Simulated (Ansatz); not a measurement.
SiGe$_{3}$:
```yaml
crystal:
  lattice:
    - [3.96655, 0.00000, 0.00000]
    - [0.00000, 3.96655, 0.00000]
    - [0.00000, 0.00000, 5.59420]
  atoms:
    - { symbol: Si, position: [0.00000, 0.00000, 0.00000] }
    - { symbol: Ge, position: [0.50000, 0.00000, 0.24409] }
    - { symbol: Ge, position: [0.50000, 0.50000, 0.50000] }
    - { symbol: Ge, position: [0.00000, 0.50000, 0.75591] }
```

Relaxed with PBEsol. Special points in fractions of this cell's reciprocal vectors: Γ (0.000, 0.000, 0.000); X (0.000, 0.500, 0.000); M (0.500, 0.500, 0.000); Z (0.000, 0.000, 0.500); R (0.000, 0.500, 0.500); A (0.500, 0.500, 0.500).

### Question
List the band energies nearest the valence-band maximum at these points for the program Ansatz at the PBEsol level (PAW).

### Answer
In eV from the valence-band maximum; about four levels below and three above (degenerate sets whole), none deeper than 8.9 eV; points with the same levels are listed once.

```tsv
k	below	above
Γ	-3.06 -3.06 -0.06 0.00 0.00	0.59 0.61 0.90
X	-3.91 -3.81 -1.64 -1.34	1.88 2.20 4.61
M	-3.10 -3.03 -3.03 -2.96	0.41 0.59 0.59
Z	-2.17 -2.17 -1.89 -1.89	0.74 1.14 2.78
R	-1.55 -1.37 -1.33 -1.20	0.22 0.68 3.37
A	-3.98 -3.91 -3.91 -3.91	4.25 4.25 4.43
```

Space group P-4m2. The start of the workflow was typed in or built on a structure type; neither database checked (COD, Materials Project) lists it. Its standing as an ambient phase is unchecked. Symmetry was held in the PBEsol relaxation; whether a distortion lowers the energy is not shown. Spin–orbit coupling is left out wherever it is not named.

Potentials: the earlier of the program's two PAW sets. The files were generated under PBE; for other functionals the program regenerates the frozen cores, and for LDA and PBEsol the local potential too.
